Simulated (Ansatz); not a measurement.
V$_{2}$O$_{5}$:
```
CELL_PARAMETERS angstrom
      5.74098     1.76940     0.00000
     -5.74098     1.76940     0.00000
     -0.01869     0.00000     4.29945
ATOMIC_POSITIONS crystal
  V  0.35177 0.64823 0.39001
  V  0.64823 0.35177 0.60999
  O  0.50000 0.50000 0.50000
  O  0.81860 0.18140 0.49759
  O  0.18140 0.81860 0.50241
  O  0.35394 0.64606 0.02378
  O  0.64606 0.35394 0.97622
```

Relaxed with r²SCAN+D4.

Problem. Map the valence electron density (e/Å³), cut off at 3 on the plane through (0.352, 0.648, 0.390) spanned by u = [0, 0, 1] and v = [1, -1, 0] in lattice vectors, from DFT-r²SCAN+D4 in the program Ansatz with PAW potentials.

Solution. x is the fraction of u, y of v (the angle between them is 90°; rows are the nearest grid lines); atoms in the plane: V at (0.00, 0.00), V at (0.22, 0.30), O at (0.11, 0.15), O at (0.11, 0.47), O at (0.11, 0.83), O at (0.63, 0.00), O at (0.59, 0.29).
```
y \ x   0.000  0.0952  0.190  0.286  0.381  0.476  0.524  0.619  0.714  0.810  0.905   1.00
------  -----  ------  -----  -----  -----  -----  -----  -----  -----  -----  -----  -----
1.00     3.00    3.00  0.928  0.104  0.191   1.26   3.00   3.00   3.00   2.02   3.00   3.00
0.925   0.762   0.566  0.273  0.109  0.068  0.147  0.239  0.435  0.385  0.252  0.375  0.762
0.850    2.66    3.00   3.00  0.802  0.136  0.036  0.025  0.021  0.026  0.074  0.410   2.66
0.775   0.722    1.60   1.09  0.329  0.084  0.030  0.022  0.016  0.016  0.037  0.171  0.722
0.700   0.028   0.040  0.038  0.025  0.014  0.009  0.007  0.005  0.005  0.007  0.014  0.028
0.625   0.020   0.023  0.019  0.012  0.007  0.004  0.003  0.003  0.004  0.007  0.012  0.020
0.550   0.217   0.334  0.241  0.094  0.028  0.012  0.011  0.013  0.018  0.032  0.087  0.217
0.450    3.00    3.00   3.00  0.764  0.123  0.032  0.023  0.020  0.028  0.086  0.477   3.00
0.375   0.227   0.472  0.659  0.418  0.217  0.286  0.343  0.338  0.171  0.073  0.089  0.227
0.300   0.366    3.00   3.00   3.00   2.59   3.00   3.00   3.00   2.37  0.322  0.094  0.366
0.225   0.379   0.876   1.20  0.697  0.321  0.468  0.608  0.622  0.274  0.095  0.122  0.379
0.150    3.00    3.00   3.00  0.893  0.137  0.036  0.027  0.024  0.028  0.081  0.484   3.00
0.0750   1.00    1.06  0.581  0.190  0.082  0.166  0.283  0.541  0.466  0.291  0.434   1.00
0.000    3.00    3.00  0.928  0.104  0.191   1.26   3.00   3.00   3.00   2.02   3.00   3.00
```

The density is the valence pseudo-density with augmentation charge, so density and ELF within about 1 Å of a nucleus are not all-electron values.

Space group C2/m. The first step of the workflow began from a Materials Project structure, measured or hypothetical; the Crystallography Open Database copy checked does not list it. COD files the formula under space group No. 31, 59, so this cell is another polymorph or a model. Its standing as an ambient phase is unchecked. The r²SCAN+D4 relaxation kept the symmetry of its start; its stability against distortions is not shown here. No spin polarisation was allowed. No Hubbard U is applied.

Potentials: the later of the program's two PAW sets.
